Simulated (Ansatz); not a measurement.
Data sheet: NdTl (DFT)

NdTl:
```
CELL_PARAMETERS angstrom
      3.95270     0.00000     0.00000
      0.00000     3.95270     0.00000
      0.00000     0.00000     3.95270
ATOMIC_POSITIONS crystal
  Tl 0.50000 0.50000 0.50000
  Nd 0.00000 0.00000 0.00000
```
The run is spin-polarised; directions of the spins, atom by atom: 0 ↑.

Space group Pm-3m (No. 221), CsCl type; conventional cell a = 3.953 Å, b = 3.953 Å, c = 3.953 Å, α = 90.00°, β = 90.00°, γ = 90.00°.

Method: r²SCAN in the plane-wave PAW code Ansatz. Geometry: relaxed at this level of theory. Other levels are named where they apply.

**Cell and energy**

```json
{
  "volume_per_atom": "30.88 Å³",
  "density": "9.37 g/cm³"
}
```

**Electronic structure**

```json
{
 "electronic_character": "metallic (no gap)",
 "Density of states at the Fermi level": "3.1 states/eV per atom (mean over ±0.08 eV)"
}
```

**Magnetism**

```json
{
 "magnetic_order": "ferromagnetic",
 "net_moment": "1.92 μB per atom"
}
```

The workflow started from an entry of the Crystallography Open Database (COD). Whether it is the stable phase at ambient conditions was not checked. Symmetry was held in the r²SCAN relaxation; its stability against distortions is not shown here. The final state is ferromagnetic, the only order run, not a proven ground state. The cell computed holds one magnetic atom, so no antiferromagnetic order was within reach. Caveat: open 4f shells can settle in a state that is not the lowest. Other orbital occupations within this spin state were not tried. No Hubbard U is applied. Scalar-relativistic: spin–orbit coupling is off unless named, which matters more the heavier the elements.

Potentials: the later of the program's two PAW sets.
